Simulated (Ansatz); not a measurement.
## Calculated with Ansatz: LaCuSeO, relaxation

The command:

```bash
ansatz run input.yaml --threads 2 --pin off --max-ram 4096MiB --backend cpu --events-out ev --progress --plain --runs-dir out
```

Input:

```yaml
crystal:
  lattice:
    - [4.06320821, 0.0, 0.0]
    - [0.0, 4.06320821, 0.0]
    - [0.0, 0.0, 8.7890385]
  atoms:
    - { symbol: Cu, position: [0.25, 0.75, 0.5] }
    - { symbol: Cu, position: [0.75, 0.25, 0.5] }
    - { symbol: La, position: [0.25, 0.25, 0.1398] }
    - { symbol: La, position: [0.75, 0.75, 0.8602] }
    - { symbol: Se, position: [0.25, 0.25, 0.6698] }
    - { symbol: Se, position: [0.75, 0.75, 0.3302] }
    - { symbol: O, position: [0.25, 0.75, 0.0] }
    - { symbol: O, position: [0.75, 0.25, 0.0] }
kpoints:
  mp_grid: { grid: [6, 6, 3], shift: [0, 0, 0] }
magnetization:
  spin_polarized: true
scf:
  occupations: { method: cold, width: 0.0365 }
  lower_state_search: "off"
hamiltonian:
  pseudopotentials: { kind: paw }
  xc: r2scan
  hubbard:
    projectors: all-electron-ortho-atomic
    sites: [{ species: Cu, l: d, u_eff: 3.94 }]
basis:
  ecutwfc: 500
  fft_grid_basis: typed
relax:
  max_steps: 40
  cell: { p_target: 0.0 }
  f_tol: 0.03
output:
  forces: true
  stress: true
  eigenvalues: true
  bader: true
  populations: true
  elf: true
  write_potential: true
  volumetric_format: npy
  dos:
    e_range: [-12, 8]
    de: 0.05
    projected: { site_lists: { Cu: [Cu], La: [La], O: [O], Se: [Se] } }
checkpoint:
  read: saved_state
```

Origin of the cell: a database entry, scaled a little.

The saved state is a converged single point of the same cell.

Steps («new basis» is an SCF on plane waves selected anew at the same cell):

```json
{"step": "1", "ΔF (meV/atom)": "0.0", "max force component (eV/Å)": "0.054", "P (GPa)": "0.62", "volume (Å³)": "145.10", "SCF iterations": "8", "step was": "accepted"}
{"step": "2", "ΔF (meV/atom)": "11.5", "max force component (eV/Å)": "0.637", "P (GPa)": "-1.33", "volume (Å³)": "152.22", "SCF iterations": "8", "step was": "rejected"}
{"step": "3", "ΔF (meV/atom)": "-0.1", "max force component (eV/Å)": "0.217", "P (GPa)": "-0.69", "volume (Å³)": "147.23", "SCF iterations": "14", "step was": "accepted"}
{"step": "4", "ΔF (meV/atom)": "-0.6", "max force component (eV/Å)": "0.029", "P (GPa)": "-0.07", "volume (Å³)": "146.54", "SCF iterations": "6", "step was": "accepted"}
{"step": "5", "ΔF (meV/atom)": "-0.7", "max force component (eV/Å)": "0.009", "P (GPa)": "-0.06", "volume (Å³)": "146.63", "SCF iterations": "6", "step was": "accepted"}
{"step": "6", "ΔF (meV/atom)": "-0.7", "max force component (eV/Å)": "0.000", "P (GPa)": "0.00", "volume (Å³)": "146.57", "SCF iterations": "6", "step was": "accepted"}
{"step": "7", "ΔF (meV/atom)": "-0.7", "max force component (eV/Å)": "0.001", "P (GPa)": "0.00", "volume (Å³)": "146.57", "SCF iterations": "7", "step was": "new basis"}
```

Step 1, with forces in eV/Å:

```xyz
8
Lattice="4.063 0.000 0.000 0.000 4.063 0.000 0.000 0.000 8.789" Properties=species:S:1:pos:R:3:forces:R:3 pbc="T T T" step=1
Cu    1.016    3.047    4.395    0.000    0.000    0.000
Cu    3.047    1.016    4.395    0.000    0.000    0.000
La    1.016    1.016    1.229    0.000    0.000   -0.022
La    3.047    3.047    7.560    0.000    0.000    0.022
Se    1.016    1.016    5.887    0.000    0.000   -0.054
Se    3.047    3.047    2.902    0.000    0.000    0.054
O     1.016    3.047    0.000    0.000    0.000    0.000
O     3.047    1.016    0.000    0.000    0.000    0.000
```

Step 3, with forces in eV/Å:

```xyz
8
Lattice="4.070 0.000 0.000 0.000 4.070 0.000 0.000 0.000 8.886" Properties=species:S:1:pos:R:3:forces:R:3 pbc="T T T" step=3
Cu    1.018    3.053    4.443    0.000    0.000    0.000
Cu    3.053    1.018    4.443    0.000    0.000    0.000
La    1.018    1.018    1.244    0.000    0.000   -0.217
La    3.053    3.053    7.642    0.000    0.000    0.217
Se    1.018    1.018    5.935    0.000    0.000    0.034
Se    3.053    3.053    2.951    0.000    0.000   -0.034
O     1.018    3.053    0.000    0.000    0.000    0.000
O     3.053    1.018    0.000    0.000    0.000    0.000
```

Step 4, with forces in eV/Å:

```xyz
8
Lattice="4.066 0.000 0.000 0.000 4.066 0.000 0.000 0.000 8.863" Properties=species:S:1:pos:R:3:forces:R:3 pbc="T T T" step=4
Cu    1.017    3.050    4.432    0.000    0.000    0.000
Cu    3.050    1.017    4.432    0.000    0.000    0.000
La    1.017    1.017    1.233    0.000    0.000   -0.029
La    3.050    3.050    7.630    0.000    0.000    0.029
Se    1.017    1.017    5.924    0.000    0.000    0.025
Se    3.050    3.050    2.939    0.000    0.000   -0.025
O     1.017    3.050    0.000    0.000    0.000    0.000
O     3.050    1.017    0.000    0.000    0.000    0.000
```

Step 7, with forces in eV/Å:

```xyz
8
Lattice="4.059 0.000 0.000 0.000 4.059 0.000 0.000 0.000 8.895" Properties=species:S:1:pos:R:3:forces:R:3 pbc="T T T" step=7
Cu    1.015    3.045    4.447    0.000    0.000    0.000
Cu    3.045    1.015    4.447    0.000    0.000    0.000
La    1.015    1.015    1.236    0.000    0.000    0.000
La    3.045    3.045    7.659    0.000    0.000    0.000
Se    1.015    1.015    5.948    0.000    0.000    0.001
Se    3.045    3.045    2.946    0.000    0.000   -0.001
O     1.015    3.045    0.000    0.000    0.000    0.000
O     3.045    1.015    0.000    0.000    0.000    0.000
```

- Free energy lowered by: 0.7 meV/atom
- Volume change: 1.01 %
- Final pressure: 0.00 GPa
- Relaxation steps listed: 7

Caveats: no spin-orbit coupling, though heavy elements are present; spin is on but no moment was typed; the relaxation held the start's symmetry, so the end may be a saddle point.

It ran for 2.7 min on 2 threads of Arm Neoverse V1, on a shared host, peak memory 1.2 GiB, from a saved density.
